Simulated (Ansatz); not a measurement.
CoLiO$_{2}$:
```cif
data_CoLiO2
_chemical_formula_sum 'O2 Co1 Li1'
_space_group_name_H-M_alt 'P 1'
_space_group_IT_number 1
_cell_length_a 2.79521
_cell_length_b 2.79521
_cell_length_c 4.79225
_cell_angle_alpha 90.000
_cell_angle_beta 90.000
_cell_angle_gamma 120.000
loop_
_space_group_symop_operation_xyz
  'x, y, z'
loop_
_atom_site_label
_atom_site_type_symbol
_atom_site_fract_x
_atom_site_fract_y
_atom_site_fract_z
_atom_site_occupancy
O1 O 0.66667 0.33333 0.78285 1
Co1 Co 0.00000 0.00000 0.00000 1
O2 O 0.33333 0.66667 0.21715 1
Li1 Li 0.00000 0.00000 0.50000 1
```

Relaxed with PBE+D3(BJ).

Q: Decompose the optical modes at the zone centre into irreducible representations, and say which are infrared and Raman allowed.

A: Point group -3m: Γ_opt = A1g + 2A2u + Eg + 2Eu. Infrared: A2u, Eu. Raman: A1g, Eg.

Q: Assign frequencies (DFPT, DFT-PBE+D3(BJ) in the program Ansatz with PAW potentials; without the LO–TO term).

A: Eu 166, A2u 428, Eg 463, Eu 547, A2u 573, A1g 576 cm⁻¹.

Space group P-3m1. The cell is a constructed one: a structure type filled with these elements; neither database checked (COD, Materials Project) lists it. COD files the formula under space group No. 166, so this cell is another polymorph or a model. Whether it is the stable phase at ambient conditions was not checked. Symmetry was held in the PBE+D3(BJ) relaxation; of distortions, only those at the zone centre were tested. The workflow began spin-polarised and lost its moments. No Hubbard U is applied.

Potentials: the later of the program's two PAW sets.
